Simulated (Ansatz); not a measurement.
**Relaxing Hf2Zr**

All numbers below come from DFT r2SCAN, scalar-relativistic, plane waves, PAW (Ansatz). Run with 500 eV cutoff, 8×8×8 k-mesh, Gaussian smearing of 0.10 eV, no spin polarisation.

What was changed in ZrIr2: Ir → Hf on all its sites, cell and atoms relaxed.

Spin–orbit coupling is left out, which can shift energies with elements as heavy as these.

Command:

```bash
ansatz run input.yaml --threads 1 --pin off --max-ram 2560MiB --backend cpu --events-out ev --progress --plain --runs-dir out
```

Input:

```yaml
crystal:
  lattice:
    - [0.0, 4.065267173, 4.065267173]
    - [4.065267173, 0.0, 4.065267173]
    - [4.065267173, 4.065267173, 0.0]
  atoms:
    - { symbol: Zr, position: [0.5, 0.5, 0.5] }
    - { symbol: Zr, position: [0.75, 0.75, 0.75] }
    - { symbol: Hf, position: [0.125, 0.125, 0.125] }
    - { symbol: Hf, position: [0.625, 0.125, 0.125] }
    - { symbol: Hf, position: [0.125, 0.125, 0.625] }
    - { symbol: Hf, position: [0.125, 0.625, 0.125] }
basis:
  ecutwfc: 500
kpoints:
  mp_grid: { grid: [8, 8, 8] }
hamiltonian:
  xc: r2scan
scf:
  occupations: { method: gaussian, width: 0.1 }
output:
  forces: true
  stress: true
  eigenvalues: true
  write_density: true
  write_potential: true
  elf: true
  volumetric_format: npy
relax:
  adjacent_minimum: "off"
  f_tol: 0.01
  max_steps: 60
  cell: { stress_tol: 0.1 }
```

F is the free energy. Steps run on the plane waves of an earlier cell, but the last one, and at times one on the way, on a freshly chosen basis, so a repeated geometry can differ a little in energy.

Steps:

| step | F − F(1) (eV) | largest force component (eV/Å) | V (Å³/atom) | P (GPa) |
| --- | --- | --- | --- | --- |
| 1 | 0.0000 | 0.000 | 22.395 | 3.77 |
| 2 | -0.0042 | 0.000 | 24.317 | -3.16 |
| 3 | -0.0638 | 0.000 | 23.400 | -0.16 |
| 4 | -0.0640 | 0.000 | 23.353 | 0.01 |
| 5 | -0.0656 | 0.000 | 23.353 | 0.01 |

Relaxed structure:

```
CELL_PARAMETERS angstrom
0.00000 4.12242 4.12242
4.12242 0.00000 4.12242
4.12242 4.12242 0.00000
ATOMIC_POSITIONS crystal
Zr 0.50000 0.50000 0.50000
Zr 0.75000 0.75000 0.75000
Hf 0.12500 0.12500 0.12500
Hf 0.62500 0.12500 0.12500
Hf 0.12500 0.12500 0.62500
Hf 0.12500 0.62500 0.12500
```

It takes space group Fd-3m (No. 227, cubic). Conventional cell: a = 8.245 Å, b = 8.245 Å, c = 8.245 Å, α = 90.00°, β = 90.00°, γ = 90.00°. Around Zr (site symmetry -43m) lie 12 Hf at 3.42 Å and 4 Zr at 3.57 Å. Hf (site symmetry -3m) has 6 Hf at 2.91 Å as nearest neighbours.

The run converged. It took 3.2 min on 1 thread of Arm Neoverse V2 (shared host), peak memory 0.96 GiB.